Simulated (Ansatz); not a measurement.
# ReP in the rocksalt structure

Computed with Ansatz (plane waves, PAW, 420 eV cutoff): PBE, scalar-relativistic, no spin polarisation, 12×12×12 k-mesh, Gaussian smearing of 0.05 eV. The datasets are Ansatz's generated set soft_2.

Space group Fm-3m (No. 225). a = 4.916 Å, b = 4.916 Å, c = 4.916 Å, α = 90.00°, β = 90.00°, γ = 90.00°
```csv
atom,site,symmetry,x,y,z
Re,4b,m-3m,0.5000,0.0000,0.0000
P,4a,m-3m,0.0000,0.0000,0.0000
```

The cell came from substitution into a structure type; whether the compound takes it is for experiment to say.

The cell above was scaled in volume, its shape and atoms being fixed by the lattice's symmetry. Energies are counted from the cell above.

```tsv
V (Å³/atom)	ΔE (meV/atom)	P (GPa)
14.03	33.8	14.0
14.26	17.4	9.7
14.55	4.2	4.6
14.85	0.0	0.0
15.15	3.9	-4.1
15.44	14.9	-7.8
15.89	43.4	-12.6
16.34	84.3	-16.7
```

(1) What do the points give for the equilibrium volume, the bulk modulus and its pressure derivative (third-order Birch–Murnaghan)?

Answer:

(1) V0 = 14.85 Å³/atom, B0 = 217 GPa, B0′ = 4.5.

B0·V0 = 217.0 GPa × 14.85 Å³ = 20.12 eV/atom sets the scale: near the minimum ΔE ≈ ½ B0 V0 x², with x = V/V0 − 1, and a pressure of 2.2 GPa squeezes the volume by about 1 %. At the ends of the curve: x = −5.5 % predicts 30.5 meV/atom and the run gives 33.8; x = +10.0 % predicts 100.5 meV/atom and the run gives 84.3. Compression costs more and expansion less than the parabola says, since the crystal stiffens as it shrinks; B0′ measures that.

No spin–orbit coupling, a notable omission for heavy elements. A displaced or strained copy of the relaxed cell lay 3.0 meV/atom lower, so the structure isn't a true minimum at this level, unless the mesh, which matters in a metal, makes it so.
